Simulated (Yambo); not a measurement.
Yambo run on NaRhS2O8 (space group C2/m, No. 12). The wavefunctions come from this Quantum ESPRESSO step (LDA, PseudoDojo standard norm-conserving files, scalar-relativistic):

```
&CONTROL
  calculation = 'nscf'
  pseudo_dir = './pseudo'
  outdir = './out'
/
&SYSTEM
  ibrav = 0
  nat = 12
  ntyp = 4
  ecutwfc = 88.0
  ecutrho = 352.0
  occupations = 'fixed'
  force_symmorphic = .true.
  nbnd = 234
/
&ELECTRONS
  conv_thr = 1.2000000000000002e-08
  diago_full_acc = .true.
  diago_thr_init = 1e-08
/
ATOMIC_SPECIES
O 15.9990 O.upf
Na 22.9898 Na.upf
S 32.0600 S.upf
Rh 102.9055 Rh.upf
CELL_PARAMETERS angstrom
  3.986320000000  -2.617005000000   0.000000000000
  3.986320000000   2.617005000000   0.000000000000
 -0.357111000000   0.000000000000   7.209090000000
ATOMIC_POSITIONS crystal
O   0.283490000000   0.283490000000   0.389270000000
O   0.716510000000   0.716510000000   0.610730000000
O   0.244870000000   0.713570000000   0.210980000000
O   0.755130000000   0.286430000000   0.789020000000
O   0.286430000000   0.755130000000   0.789020000000
O   0.713570000000   0.244870000000   0.210980000000
O   0.256260000000   0.256260000000   0.042190000000
O   0.743740000000   0.743740000000   0.957810000000
Na   0.000000000000   0.000000000000   0.500000000000
S   0.366270000000   0.366270000000   0.215350000000
S   0.633730000000   0.633730000000   0.784650000000
Rh   0.000000000000   0.000000000000   0.000000000000
K_POINTS automatic
2 2 2 0 0 0
```

Yambo input:

```
rim_cut
gw0
dyson
el_el_corr
HF_and_locXC
ppa
em1d
RandQpts= 1000000
RandGvec= 1 Ry
EXXRLvcs= 88 Ry
VXCRLvcs= 352 Ry
Chimod= "HARTREE"
% BndsRnXp
 6 | 233 |
%
NGsBlkXp= 7 Ry
% LongDrXp
 1.0 | 1.0 | 1.0 |
%
PPAPntXp= 27.2114 eV
% GbndRnge
 1 | 233 |
%
GTermKind= "BG"
DysSolver= "n"
ExtendOut
% QPkrange
 3 | 3 | 43 | 44 |
 4 | 4 | 43 | 44 |
%
```

k points by index: 3 = (0, -0.5, 0), 4 = (0, -0.5, -0.5).

Resulting energies as the program prints them:

```
#    K-point    Band    Eo [eV]    E [eV]    E-Eo [eV]    Vxc [eV]    Vnlxc [eV]    Sc|Eo [eV]    Sc|E [eV]    dSc/dw|Eo [eV]    Re(Z)    Im(Z)
#
    3    43    -0.026887    -0.765941    -0.739055    -22.02713    -27.75750    4.796205    4.991318    -7.182588    0.791165    -0.001293
    3    44    1.084781    2.609557    1.524777    -22.04180    -16.56372    -3.567792    -3.953305    -6.879453    0.798200    -0.001253
    4    43    0.000000    -0.740525    -0.740525    -22.08486    -27.81810    4.797206    4.992722    -7.183116    0.791153    -0.001290
    4    44    1.094174    2.612489    1.518315    -22.05403    -16.60557    -3.546178    -3.930148    -6.881087    0.798162    -0.001255
```
(The two width columns are left out.) Convergence of these settings isn't established.

Spin-orbit coupling is not included.

Geometry of the Materials Project entry, not relaxed at this level.

The structure is a Materials Project entry; no match was found in the copy of COD used, and its stability was not checked.
